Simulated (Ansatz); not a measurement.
BaF$_{2}$ (fluorite, space group No. 225), plane-wave PAW LDA (Ansatz code). The conduction-band minimum lies at Γ, with 1 equivalent valley. Second derivatives d²E/dk² of the lowest band at one valley (eV·Å²), along Cartesian directions:

```csv
direction,d²E/dk²
[100],16.06
[010],16.06
[001],16.06
[110],16.06
[101],16.06
[011],16.06
```

**Question.** Find the principal effective masses, the density-of-states mass and the conductivity mass.

**Answer.** Off-diagonal terms follow from H_xy = H[110] − (H_xx + H_yy)/2, and m*/mₑ = 7.620 eV·Å² over each eigenvalue: 0.47, 0.47, 0.47. One valley's DOS mass (m₁m₂m₃)^(1/3) = 0.47, conductivity mass 3/(Σ 1/mᵢ) = 0.47 mₑ.

**Question.** What effective density of states Nc follows at 300 K for parabolic valleys?

**Answer.** Nc = 2.509e19 × 1 × (0.47)^(3/2) ≈ 8.1e18 cm⁻³.

Space group Fm-3m (fluorite). The cell was relaxed with LDA under the symmetry of its start. Scalar-relativistic: spin–orbit coupling is off unless named, which matters more the heavier the elements.

Potentials: the later of the program's two PAW sets.

Edges and masses are those of Kohn–Sham bands, whose gap is no quasiparticle gap.
